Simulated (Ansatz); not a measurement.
# SiC: the gap against volume

SiC, P6_3mc, a = 3.078 Å, c = 10.077 Å. The compound has several low-lying forms, and this is one of them. Ansatz: r2SCAN, PAW, 500 eV, Γ-centred 12×12×4 mesh on 8 atoms, Gaussian smearing 0.02 eV; no spin polarisation. Shape and atoms are relaxed at each volume; x = ln(V/V0) with V0 = 10.332 Å³/atom. The gap is read at the mesh points alone.

```
      x gap y (eV)
-0.1278       2.648
-0.0943           ?
-0.0619       2.626
-0.0305       2.613
 0.0000       2.598
 0.0296       2.583
 0.0583       2.566
 0.0953       2.541
```

Q: Fit a straight line to the other rows, give the volume deformation potential of the gap and its pressure coefficient, and predict the missing gap. B0 = 227.4 GPa.

A: Means x = -0.005286, y = 2.5964; Σ(Δx)² = 0.03426, ΣΔxΔy = -0.01638; the slope is their ratio. y = 2.5939 − 0.47818 x. The slope is the deformation potential a = dE_g/d ln V = -0.48 eV, and dE_g/dP = −a/B0 = 2.10 meV/GPa. With a term in x² added, the coefficient of x becomes -0.5081, 6 % more, which shows how far this figure hangs on the form. At x = -0.0943 the fit asked for gives 2.639 eV. The run gave 2.637 eV, so the fit is 0.002 eV too high, within the rms miss on the fitted rows (0.005 eV): the form describes this series only roughly.

Semilocal functionals give gaps under the measured ones; changes of the gap mostly carry over better.